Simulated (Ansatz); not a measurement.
Starting cell, Ca2Si (space group Pnma):

```
Ca2Si
1.0
    7.27248     0.00000     0.00000
    0.00000     4.74909     0.00000
    0.00000     0.00000     8.81450
Ca Si
8 4
Direct
  0.33852   0.75000   0.07518
  0.66148   0.25000   0.92482
  0.16148   0.25000   0.57518
  0.83852   0.75000   0.42482
  0.01869   0.25000   0.18500
  0.98131   0.75000   0.81500
  0.48131   0.75000   0.68500
  0.51869   0.25000   0.31500
  0.75044   0.25000   0.60288
  0.24956   0.75000   0.39712
  0.74956   0.75000   0.10288
  0.25044   0.25000   0.89712
```

The atoms are displaced by Q × the pattern below (from a DFPT mode at Γ, largest move 1; Q in Å), at fixed cell.

```tsv
atom	x	y	z
Ca1	0.358	0.000	-0.074
Ca2	0.358	0.000	-0.074
Ca3	-0.358	0.000	-0.074
Ca4	-0.358	0.000	-0.074
Ca5	-0.989	0.000	0.146
Ca6	-0.989	0.000	0.146
Ca7	0.989	0.000	0.146
Ca8	0.989	0.000	0.146
Si9	-0.237	0.000	-0.102
Si10	-0.237	0.000	-0.102
Si11	0.237	0.000	-0.102
Si12	0.237	0.000	-0.102
```

Calculation: LDA (plane waves to 420 eV, PAW, scalar-relativistic; Ansatz, a program for electronic structure). k mesh 4×6×3 (Γ-centred), Fermi-Dirac smearing 0.05 eV. E stands for the smeared free energy. Ca2Si was relaxed with its symmetry unable to fall. The zero of ΔE is the undisplaced structure.

| Q (Å) | ΔE (eV/cell) |
|---|---|
| -0.280 | 1.283 |
| -0.187 | 0.571 |
| -0.093 | 0.143 |
| 0.000 | 0.000 |
| 0.093 | 0.143 |
| 0.187 | 0.571 |
| 0.280 | 1.283 |

Question: Which DFPT wavenumber at Γ belongs to this mode?
(A) 99 cm⁻¹
(B) 217 cm⁻¹
(C) 132 cm⁻¹
(D) 165 cm⁻¹

Answer: B, 217 cm⁻¹. The curvature of the scan gives 217 cm⁻¹

(For displaced atoms, the force is minus the slope of the energy, and its curvature is a force constant, which sets phonon frequencies.)
